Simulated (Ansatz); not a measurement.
Here is the system:

NbAs:
```cif
data_As2Nb2
_chemical_formula_sum 'Nb2 As2'
_space_group_name_H-M_alt 'P 1'
_space_group_IT_number 1
_cell_length_a 6.25172
_cell_length_b 6.25172
_cell_length_c 6.25172
_cell_angle_alpha 148.277
_cell_angle_beta 148.277
_cell_angle_gamma 45.476
loop_
_space_group_symop_operation_xyz
  'x, y, z'
loop_
_atom_site_label
_atom_site_type_symbol
_atom_site_fract_x
_atom_site_fract_y
_atom_site_fract_z
_atom_site_occupancy
Nb1 Nb 0.99876 0.99876 0.00000 1
Nb2 Nb 0.74876 0.24876 0.50000 1
As1 As 0.41724 0.41724 0.00000 1
As2 As 0.16724 0.66724 0.50000 1
```

This is the LDA-relaxed structure.

Problem. All from LDA (plane waves, PAW; program Ansatz), unless another level is named. Give the electronic character.

Solution. no gap, with almost no states at the Fermi level (zero-gap or semimetallic).

Problem. Predict the formation energy from the elements (no fitted shifts).

Solution. -0.77 eV/atom.

Space group I4_1md. Symmetry was held in the LDA relaxation. The run is not spin-polarised. A small band overlap can be real or an error of a semilocal functional. The references are the lowest solids computed at this level, not always the standard phases. Spin–orbit coupling is left out wherever it is not named.

Potentials: the later of the program's two PAW sets.
